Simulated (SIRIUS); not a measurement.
Consider a self-consistent single point of Mo2N (I4_1/amd, 12 atoms in the cell; from Materials Project mp-27953, changed as shown).

```
Mo2N
1.0
    4.09456     0.00000     0.00000
    0.00000     4.09456     0.00000
    0.00000     0.00000     7.64938
Mo N
8 4
Direct
  0.00000   0.50000   0.48696
  0.00000   0.00000   0.23696
  0.50000   0.50000   0.26304
  0.00000   0.50000   0.01304
  0.50000   0.00000   0.98696
  0.50000   0.50000   0.73696
  0.00000   0.00000   0.76304
  0.50000   0.00000   0.51304
  0.50000   0.00000   0.25000
  0.50000   0.50000   0.00000
  0.00000   0.50000   0.75000
  0.00000   0.00000   0.50000
```

Computed with PBEsol, GBRV PBEsol ultrasoft pseudopotentials (plane waves; SIRIUS).

SIRIUS settings:

```
key                                                                      value
--------------------------------------  --------------------------------------
parameters.ngridk                                                        6 6 4
parameters.xc_functionals                 [XC_GGA_X_PBE_SOL, XC_GGA_C_PBE_SOL]
parameters.gk_cutoff                                              6.325 1/bohr
parameters.pw_cutoff                                             14.143 1/bohr
parameters.smearing                                                fermi_dirac
parameters.smearing_width                                        0.00183747 Ha
potentials                              GBRV PBEsol ultrasoft pseudopotentials
parameters.electronic_structure_method                         pseudopotential
parameters.num_bands                                                        79
parameters.num_mag_dims                                                      0
parameters.num_dft_iter                                                    100
parameters.energy_tol                                                 1e-07 Ha
parameters.density_tol                                                   1e-06
mixer.type                                                            broyden2
mixer.beta                                                                 0.7
mixer.use_hartree                                                         true
```

Results:

```
Item                                                      Result
------------------------------------------------  --------------
Number of valence electrons                                  132
Number of bands                                               79
Number of k-points after the program's reduction              30
Number of plane waves (most at a k-point)                   3733
Number of SCF iterations                                      16
FFT grid                                            40 × 40 × 72
Free energy E − TS                                -16263.6054 eV
Fermi level (on the code's own zero)                    24.10 eV
Pressure                                               38.03 GPa
Largest force (vector length)                         0.255 eV/Å
```

Forces (eV/Å):
```json
[
 {"atom": "Mo1", "Fx": "0.000", "Fy": "0.000", "Fz": "-0.255"},
 {"atom": "Mo2", "Fx": "0.000", "Fy": "0.000", "Fz": "-0.255"},
 {"atom": "Mo3", "Fx": "0.000", "Fy": "0.000", "Fz": "0.255"},
 {"atom": "Mo4", "Fx": "0.000", "Fy": "0.000", "Fz": "0.255"},
 {"atom": "Mo5", "Fx": "0.000", "Fy": "0.000", "Fz": "-0.255"},
 {"atom": "Mo6", "Fx": "0.000", "Fy": "0.000", "Fz": "-0.255"},
 {"atom": "Mo7", "Fx": "0.000", "Fy": "0.000", "Fz": "0.255"},
 {"atom": "Mo8", "Fx": "0.000", "Fy": "0.000", "Fz": "0.255"},
 {"atom": "N9", "Fx": "0.000", "Fy": "0.000", "Fz": "0.000"},
 {"atom": "N10", "Fx": "0.000", "Fy": "0.000", "Fz": "0.000"},
 {"atom": "N11", "Fx": "0.000", "Fy": "0.000", "Fz": "0.000"},
 {"atom": "N12", "Fx": "0.000", "Fy": "0.000", "Fz": "0.000"}
]
```

Stress (GPa, positive for compression):
```
37.39   0.00   0.00
 0.00  37.39   0.00
 0.00   0.00  39.33
```

For comparison: a first run was changed to give this one (lattice scaled by 0.98), and from it to this one the free energy rises by 101 meV/atom, the pressure goes from 11.39 to 38.03 GPa and the largest force goes from 0.088 to 0.255 eV/Å.

The structure comes from a collection of computed structures, made at another level of theory; the collection holds predicted forms beside known ones. Its lattice was then scaled. No clean gap shows at this smearing width and mesh (spacing up to 0.26 Å⁻¹); the mesh is coarse for partly filled bands, so the values carry mesh errors. At this pressure the cell is far from its equilibrium volume at this level.

Cost on one core: about 120 core-seconds (a rough figure).
